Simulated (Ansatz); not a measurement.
HfS2:
```yaml
crystal:
  lattice:
    - [3.56437, 0.00000, 0.00000]
    - [-1.78218, 3.08683, 0.00000]
    - [0.00000, 0.00000, 32.00000]
  atoms:
    - { symbol: Hf, position: [0.00000, 0.00000, 0.50000] }
    - { symbol: S, position: [0.33333, 0.66667, 0.45506] }
    - { symbol: S, position: [0.66667, 0.33333, 0.54494] }
```
The layer is periodic in x and y and isolated along z.

Relaxed with LDA. Special points in fractions of this cell's reciprocal vectors: Γ (0.000, 0.000, 0.000); M (0.500, 0.000, 0.000); K (0.333, 0.333, 0.000).

**Question.** List the band energies nearest the valence-band maximum at these points for plane-wave PAW LDA (Ansatz code).

**Answer.** In eV from the valence-band maximum; about four levels below and three above (degenerate sets whole), none deeper than 8.9 eV; points with the same levels are listed once.

```
k                          below           above
-  -----------------------------  --------------
Γ    -2.81 -2.81 -1.08 0.00 0.00  1.86 1.86 2.61
M        -2.62 -2.56 -1.42 -1.09  0.98 4.11 4.22
K  -3.72 -3.72 -2.04 -2.04 -1.95  2.66 3.53 3.53
```

Space group P-3m1 (1T). A layer that has been made, often on a substrate. The LDA relaxation kept the symmetry of its start; whether a distortion lowers the energy is not shown. The run is not spin-polarised. Spin–orbit coupling is left out wherever it is not named.

Potentials: the later of the program's two PAW sets.
